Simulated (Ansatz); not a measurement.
Ti at a changed volume: ⁴⁹Ti nuclear quadrupole resonance

Cell: a COD entry, relaxed with PBE at fixed cell and then changed (volume scaled by 0.96, ions relaxed).

```xyz
2
Lattice="2.9101 0.0000 0.0000 -1.4551 2.5202 0.0000 0.0000 0.0000 4.6227" Properties=species:S:1:pos:R:3 pbc="T T T"
Ti    0.0000    1.6802    1.1557
Ti    1.4551    0.8401    3.4670
```

Atoms are numbered from 1 in the order listed; like atoms form one site, named after its first atom.

Computed with Ansatz: DFT, PBE, plane waves and PAW, scalar-relativistic, 420 eV cutoff, Γ-centred 18×18×10 k-points, Fermi–Dirac smearing 0.05 eV.

⁴⁹Ti: I = 7/2, Q = 247.0 mb (year-2017 value). Static lattice, zero field.

Q: The simulated lines lie at 0.871, 1.74, 2.61 MHz. What are |C_Q|, η and |V_zz| at Ti?

A: For I = 7/2 and η = 0 the lines are |C_Q|/14 times 1, 2 and 3; η shifts the lowest up most. Here |C_Q| = 12.2 MHz, η = 0.00 and |V_zz| = 2.04 × 10²¹ V/m². The calculation gives V_zz positive; the lines don't show the sign. The site has 12 Ti at 2.86–2.91 Å.

An axis of threefold or higher order runs through Ti, so V_zz lies along it and η is zero.

The run finds no gap above 0.1 eV (a metal, or nearly one), so the gradients can move by 10 % or more with the k-mesh.
